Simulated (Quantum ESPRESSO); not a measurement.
MgGa2SiN4, a curve over strain

Computed values, not a measurement. The program is pw.x of Quantum ESPRESSO 7.5 (plane-wave density functional theory). The cell is made up: 8 atoms on a wurtzite lattice, with randomly drawn elements, strain and displacements, not relaxed. PseudoDojo standard norm-conserving files (v0.5 for PBE, v0.4.1 for LDA and PBEsol) set the functional; there is no spin polarisation, spin-orbit coupling or dispersion term, and the masses in the input are unused placeholders.

Seven runs add a strain to one cell (the same along x and y); the atoms follow the cell and are not relaxed. Stress in the table is positive in tension.

Input of the run at -0.0030:

```
&control calculation='scf', pseudo_dir='./dojo.nc.sr.pbe.v0_5.standard.upf', outdir='./o', disk_io='medium', tprnfor=.true., tstress=.true. /
&system ibrav=0, nat=8, ntyp=4, nbnd=36, ecutwfc=84.00895049, nosym=.true., tot_charge=0,
 occupations='smearing', smearing='fd', degauss=0.0018374661
/
&electrons conv_thr=7.350e-09, electron_maxstep=60, /
ATOMIC_SPECIES
Ga 1.0 Ga.upf
Mg 1.0 Mg.upf
N 1.0 N.upf
Si 1.0 Si.upf
CELL_PARAMETERS angstrom
3.167 0.0064 -0.008
0.0111 5.414 0.0513
-0.0131 0.0483 5.2764
ATOMIC_POSITIONS angstrom
Mg 0.0204 0.0751 0.0645
Ga 1.6032 2.7937 0.109
Si 1.4733 1.0044 2.6535
Ga -0.041 3.575 2.7125
N -0.0277 -0.016 1.9012
N 1.5847 2.7335 1.9907
N 1.5338 0.9058 4.6513
N -0.0352 3.6897 4.688
K_POINTS automatic
6 4 4 1 1 1
```

| added strain | free energy less that of the input shown (eV) | stress xx (GPa) | stress yy (GPa) | stress zz (GPa) | stress xy (GPa) | pressure (GPa) | iterations |
| --- | --- | --- | --- | --- | --- | --- | --- |
| -0.0188 | 0.1596 | -16.24 | -10.06 | -0.15 | -2.04 | 8.82 | 13 |
| -0.0115 | 0.0679 | -12.11 | -6.36 | 0.58 | -1.76 | 5.96 | 13 |
| -0.0060 | 0.0197 | -9.22 | -3.77 | 1.09 | -1.55 | 3.97 | 13 |
| -0.0030 | 0.0000 | -7.69 | -2.41 | 1.35 | -1.43 | 2.92 | 13 |
| +0.0061 | -0.0311 | -3.38 | 1.42 | 2.11 | -1.12 | -0.05 | 13 |
| +0.0152 | -0.0221 | 0.53 | 4.89 | 2.79 | -0.83 | -2.73 | 13 |
| +0.0226 | 0.0132 | 3.42 | 7.45 | 3.29 | -0.61 | -4.72 | 13 |

A cubic fit gives a slope of stress xx against the added strain of 482 GPa at zero added strain, with the atoms clamped. Across the table the free energy follows the integral of the stress to within 0.9 meV. A rerun of one of the cells at 1437 eV and a 8 x 6 x 6 mesh moved values by no more than 0.002 eV in energy, 0.03 GPa in stress and 0.006 eV/Å in force.